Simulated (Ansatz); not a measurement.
An elastic tensor (GPa, Voigt order, standard axes) from plane-wave PAW LDA (Ansatz code):

|  | 1 | 2 | 3 | 4 | 5 | 6 |
|---|---|---|---|---|---|---|
| 1 | 382 | 76.7 | 88.6 | 0.0 | 0.0 | 0.0 |
| 2 | 76.7 | 382 | 88.6 | 0.0 | 0.0 | 0.0 |
| 3 | 88.6 | 88.6 | 472 | 0.0 | 0.0 | 0.0 |
| 4 | 0.0 | 0.0 | 0.0 | 142 | 0.0 | 0.0 |
| 5 | 0.0 | 0.0 | 0.0 | 0.0 | 142 | 0.0 |
| 6 | 0.0 | 0.0 | 0.0 | 0.0 | 0.0 | 153 |

Question: Which of these materials gives this?
(A) NbSi2, P6_222 (Nb on 3d, Si on 6j)
(B) Sr, hcp (Mg type)
(C) TaC, P-6m2 (Ta on 1e, C on 1b)
(D) Li, hcp (Mg type)

Answer: A, NbSi2, P6_222 (Nb on 3d, Si on 6j)

Symmetry was held in the LDA relaxation. The run is not spin-polarised. As this level gives no gap, shear constants depend on the k-mesh and smearing (Fermi–Dirac, 0.1 eV here).

Potentials: the later of the program's two PAW sets.
